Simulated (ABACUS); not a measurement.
Band structure of GeTe(PbSe)₂ (P3m1, 6 atoms in the cell; from Materials Project mp-1224368, lattice scaled a little).

```
CELL_PARAMETERS angstrom
      4.40219     0.00000     0.00000
     -2.20109     3.81241     0.00000
      0.00000     0.00000    11.03868
ATOMIC_POSITIONS crystal
  Ge 0.00000 0.00000 0.00620
  Te 0.66667 0.33333 0.86465
  Pb 0.66667 0.33333 0.31332
  Pb 0.33333 0.66667 0.65422
  Se 0.33333 0.66667 0.16037
  Se 0.00000 0.00000 0.50123
```

Level of theory: PBEsol, PseudoDojo 0.4 standard norm-conserving PBEsol (tails mended) pseudopotentials (plane waves; ABACUS 3.10.1).

Settings: KPT = MP 5 5 1 0 0 0; basis_type = pw; dft_functional = PBESOL; ecutwfc = 86 Ry; smearing_method = gaussian; smearing_sigma = 0.00367493 Ry; potentials = PseudoDojo 0.4 standard norm-conserving PBEsol (tails mended); symmetry = 1; symmetry_prec = 1e-05; nbands = 57; ks_solver = dav; scf_nmax = 100; scf_thr = 1.0e-09 Ry; mixing_type = pulay.

Spin-orbit coupling is left out, which matters for bands and gaps with elements this heavy. The structure comes from a collection of computed structures, made at another level of theory; the collection holds predicted forms beside known ones. Its lattice was then scaled.

Task: Predict the gap along the standard path and the places of the band edges.

Result: The gap along the path is 0.62 eV, direct at L to within 0.01 eV.

Points are given in units of this cell's reciprocal vectors. Levels in eV from the top of the valence band on the path, bands 42 to 49:
| point | 42 | 43 | 44 | 45 | 46 | 47 | 48 | 49 |
|---|---|---|---|---|---|---|---|---|
| Γ (0 0 0) | -0.84 | -0.84 | -0.57 | -0.29 | 1.32 | 1.86 | 1.95 | 1.95 |
| M (0.5 0 0) | -1.81 | -1.38 | -1.20 | -1.08 | 1.96 | 2.05 | 2.61 | 2.85 |
| K (0.333 0.333 0) | -1.85 | -1.71 | -1.49 | -1.18 | 2.54 | 2.68 | 2.72 | 3.02 |
| A (0 0 0.5) | -0.81 | -0.81 | -0.77 | -0.10 | 0.88 | 1.68 | 1.68 | 2.72 |
| L (0.5 0 0.5) | -2.15 | -1.02 | -1.00 | 0.00 | 0.62 | 1.59 | 1.78 | 3.58 |
| H (0.333 0.333 0.5) | -2.82 | -0.64 | -0.47 | -0.36 | 1.48 | 1.60 | 1.76 | 4.14 |

“Tails mended”: in these copies of the files the far tail of each local potential was reset to the Coulomb form.
